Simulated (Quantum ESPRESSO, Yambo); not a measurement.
CsTaP$_{2}$O$_{8}$ (space group C2/m, No. 12): one geometry, one set of PBEsol (pw.x of Quantum ESPRESSO, ONCV potentials, scalar-relativistic) orbitals, self-energies from Yambo (2×2×1 Γ-centred k mesh, bands 2 to 307 and a 7 Ry block in the screening, 307 bands in G with the Bruneval-Gonze terminator, plasmon pole fitted at 27.2 eV).

```csv
level,"gap (-0.5, -0.5, 0) → Γ (eV)",direct gap at Γ (eV)
PBEsol (Quantum ESPRESSO),3.40,3.51
exchange only (Hartree-Fock self-energy on PBEsol orbitals),15.00,15.07
static COHSEX@PBEsol,[?],[?]
"G0W0@PBEsol, plasmon pole",[?],[?]
```

Some entries are withheld; supply them.


- static COHSEX@PBEsol, gap (-0.5, -0.5, 0) → Γ (eV): 6.88
- static COHSEX@PBEsol, direct gap at Γ (eV): 6.96
- G0W0@PBEsol, plasmon pole, gap (-0.5, -0.5, 0) → Γ (eV): 6.12
- G0W0@PBEsol, plasmon pole, direct gap at Γ (eV): 6.21

Bare exchange has no screening and gives the widest gap; static COHSEX screens it but leaves out the frequency dependence, which G0W0 restores.

Nearest settings tried, and what they do to the gap: 200 bands in W, 200 bands in G: +62 meV; 6 Ry block (359 vectors against 441): -4 meV. Not varied: mesh. So the settings aren't converged at that level. The k mesh is coarse.

Spin-orbit coupling is not included.

Geometry of the Materials Project entry, not relaxed at this level; primitive cell a = 5.1535 Å, b = 5.1535 Å, c = 9.0169 Å, α = 92.81°, β = 92.81°, γ = 61.77°.

The structure is a Materials Project entry; no match was found in the copy of COD used, and its stability was not checked.
